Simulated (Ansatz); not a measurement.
InPt3C:
```xyz
5
Lattice="4.1976 0.0000 0.0000 0.0000 4.1976 0.0000 0.0000 0.0000 4.1976" Properties=species:S:1:pos:R:3 pbc="T T T"
In     0.0000     0.0000     0.0000
Pt     0.0000     2.0988     2.0988
Pt     2.0988     0.0000     2.0988
Pt     2.0988     2.0988     0.0000
C      2.0988     2.0988     2.0988
```

This is the PBEsol-relaxed structure.

Problem. All from PBEsol in the plane-wave PAW code Ansatz, unless another level is named. Give the highest zone-centre frequency.

Solution. 375 cm^-1.

Problem. Predict the bulk modulus (Birch–Murnaghan fit).

Solution. 220 GPa.

Space group Pm-3m (anti-perovskite). The start of the workflow was typed in or built on a structure type; neither database checked (COD, Materials Project) lists it. Whether it is the stable phase at ambient conditions was not checked. Symmetry was held in the PBEsol relaxation. At this level the phase is dynamically unstable (imaginary phonons). No spin polarisation was allowed. Its formation energy is positive at this level, so the cell may be metastable or incomplete. As this level gives no gap, phonon frequencies hold no LO–TO term and depend on the k-mesh and smearing (Fermi–Dirac, 0.1 eV here). Scalar-relativistic: spin–orbit coupling is off unless named, which matters more the heavier the elements.

Potentials: the later of the program's two PAW sets.
